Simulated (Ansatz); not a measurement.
**HgH2**

```
Hg H
1.0
     3.26942    0.00000    0.00000
    -1.63471    2.83140    0.00000
     0.00000    0.00000    5.29733
Hg H
1 2
Direct
  0.00000 0.00000 0.00000
  0.33333 0.66667 0.17740
  0.66667 0.33333 0.82260
```

Atoms are numbered in the order listed.

Conventional cell: a = 3.269 Å, b = 3.269 Å, c = 5.297 Å, α = 90.00°, β = 90.00°, γ = 120.00°. Hg (atom 1) has 6 H at 2.11 Å as nearest neighbours. H (atom 2) has 3 Hg at 2.11 Å as nearest neighbours.

The cell was built from the CdI2 type and relaxed in the same program, and has space group P-3m1; it needn't be a known or the stable phase.

Spin–orbit coupling is left out, though it moves levels of the heavy atoms by tenths of an eV or more.

Methods: DFT, PBE, all-electron LAPW, scalar-relativistic (Ansatz 0.2.0); DFT, PBE, PAW with Ansatz's default frozen-core files, scalar-relativistic (Ansatz 0.2.0).

For LAPW: a Γ-centred 15×15×8 k mesh, Fermi–Dirac smearing of 0.05 eV, basis error target 1 meV/atom, no spin polarisation. PAW takes a cutoff of 420 eV at this cell. The Ansatz runs share mesh, smearing and spin set-up. Values come from LAPW unless marked.

```
Band gap                                                                                                               : none: bands cross the Fermi level, a metal
Density of states at the Fermi level (0.2 eV bin)                                                                      : 0.23 states/eV per cell
Löwdin charges (with 0.16 e of the cell spilling out of the atomic basis, so their sizes and signs hang on that basis) : Hg1 0.99, H2 -0.42 e
Bader charges (from the PAW run)                                                                                       : Hg1 +0.35, H2 -0.17 e
Volume per atom                                                                                                        : 110.3 bohr³
Pressure at this cell                                                                                                  : -0.03 GPa
```
